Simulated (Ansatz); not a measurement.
Notes on LiFePO4

```
CELL_PARAMETERS angstrom
2.79115 4.17258 0.00000
2.79115 -4.17258 0.00000
0.00000 0.00000 -6.22443
ATOMIC_POSITIONS crystal
O 0.69500 0.76100 0.75000
O 0.30500 0.23900 0.25000
O 0.76100 0.69500 0.25000
O 0.23900 0.30500 0.75000
Li 0.67600 0.32400 0.75000
Li 0.32400 0.67600 0.25000
Fe 0.00000 0.00000 0.00000
Fe 0.00000 0.00000 0.50000
P 0.35040 0.64960 0.75000
P 0.64960 0.35040 0.25000
O 0.24700 0.75300 0.95700
O 0.75300 0.24700 0.45700
O 0.75300 0.24700 0.04300
O 0.24700 0.75300 0.54300
```

Single point in Ansatz 0.2.0 with r2SCAN, no spin polarisation. Cutoff 500 eV, PAW datasets, 6×6×4 Γ-centred k mesh, fermi-dirac filling (width 0.1 eV).

(1) Where is the largest force?

(2) Is the cell too large or too small?

(3) How is the charge shared?

(4) Is there a gap, and of what kind?

Origin: a database entry at a rescaled volume. Caveats: no spin polarisation, so a magnetic state may lie lower; atoms or cell far from equilibrium.

Answers

(1) The largest is on O11 (and as large on other atoms): 0.97 eV/Å, components (0.00, 0.08, 0.96). It makes 29° with the line to a nearest neighbour, P9 at 1.55 Å, pointing towards it.

(2) The pressure is -16.4 GPa (compression positive), so with the atoms held at these fractions the cell would first shrink; the forces are large, so a full relaxation may end otherwise. The principal stresses -17.0, -16.3, -15.9 GPa differ, so its shape would change too.

(3) Bader charges in e: Li +0.91, Fe +1.35, P +3.79, O -1.53 to -1.50. In the mean P gives up most and O takes most.

(4) The gap is 1.35 eV, indirect (the least direct gap found is 1.39 eV).
